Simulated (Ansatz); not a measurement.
W:
```yaml
crystal:
  lattice:
    - [-1.59179, 1.59179, 1.59179]
    - [1.59179, -1.59179, 1.59179]
    - [1.59179, 1.59179, -1.59179]
  atoms:
    - { symbol: W, position: [0.00000, 0.00000, 0.00000] }
```

Relaxed with PBE. Special points in fractions of this cell's reciprocal vectors: Γ (0.000, 0.000, 0.000); H (0.500, -0.500, 0.500); N (0.000, 0.000, 0.500); P (0.250, 0.250, 0.250).

Question: List the band energies nearest the Fermi level at these points for PBE (plane waves, PAW; program Ansatz).

Answer: In eV from the Fermi level; about four levels below and three above (degenerate sets whole), none deeper than 8.9 eV; … stands for higher levels left out; points with the same levels are listed once.

```json
[
 {"k": "Γ", "below": "-1.21 -1.21 -1.21", "above": "2.21 2.21 …"},
 {"k": "H", "below": "-5.70 -5.70", "above": "5.04 5.04 5.04"},
 {"k": "N", "below": "-6.16 -3.49", "above": "0.63 2.10 3.06"},
 {"k": "P", "below": "-2.92 -2.92 -2.92", "above": "3.22 3.22 6.47"}
]
```

Space group Im-3m (bcc (W type)). Symmetry was held in the PBE relaxation. The run is not spin-polarised. Spin–orbit coupling is left out wherever it is not named.

Potentials: the later of the program's two PAW sets.
